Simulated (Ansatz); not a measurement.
Cell and atoms are relaxed with the symmetry kept. Start:

```
CELL_PARAMETERS angstrom
2.42229 1.39851 3.31334
-2.42229 1.39851 3.31334
0.00000 -2.79703 3.31334
ATOMIC_POSITIONS crystal
Bi 0.50000 0.50000 0.50000
Te 0.00000 0.00000 0.00000
```

These are results of Ansatz, DFT PBEsol, scalar-relativistic, plane waves, PAW, not measurements.

Settings: cutoff 420 eV, Γ-centred mesh 12×12×12 on the computed 2-atom cell, Gaussian smearing of 0.10 eV; no spin polarisation.

**Question.** What does it relax to?

**Answer.** The volume drops by 1.82 Å³/atom to 31.86 Å³/atom, and the energy falls by 14.3 meV/atom. Final structure:
```cif
data_structure
_symmetry_space_group_name_H-M 'R-3m:H'
_symmetry_Int_Tables_number 166
_cell_length_a 4.7986
_cell_length_b 4.7986
_cell_length_c 9.5849
_cell_angle_alpha 90.000
_cell_angle_beta 90.000
_cell_angle_gamma 120.000
_cell_volume 191.14
loop_
_atom_site_label
_atom_site_type_symbol
_atom_site_symmetry_multiplicity
_atom_site_Wyckoff_symbol
_atom_site_fract_x
_atom_site_fract_y
_atom_site_fract_z
_atom_site_occupancy
Bi1 Bi 3 b 0.33333 0.66667 0.16667 1
Te1 Te 3 a 0.00000 0.00000 0.00000 1
```

Course of the relaxation (steps run on the plane waves of an earlier cell, and the basis is chosen afresh near the end, so energy and pressure can step there; trial steps that raised the energy were taken back; energies are free energies):

| step | E − E_final (meV/atom) | P (GPa) | V (Å³/atom) |
| --- | --- | --- | --- |
| 1 | 14.3 | -2.47 | 33.67 |
| 2 | 3.4 | 1.40 | 31.24 |
| 3 | 0.0 | -0.10 | 32.00 |
| 4 | -0.2 | -0.03 | 31.91 |
| 5 | -0.3 | 0.00 | 31.86 |
| 6 | 0.0 | 0.00 | 31.86 |

Spin–orbit coupling is left out, which can shift energies with elements as heavy as these.

Cost: 1 run of about 1.4 core-minutes, on Intel Xeon Platinum 8175M (Skylake/Cascade Lake) (shared hosts).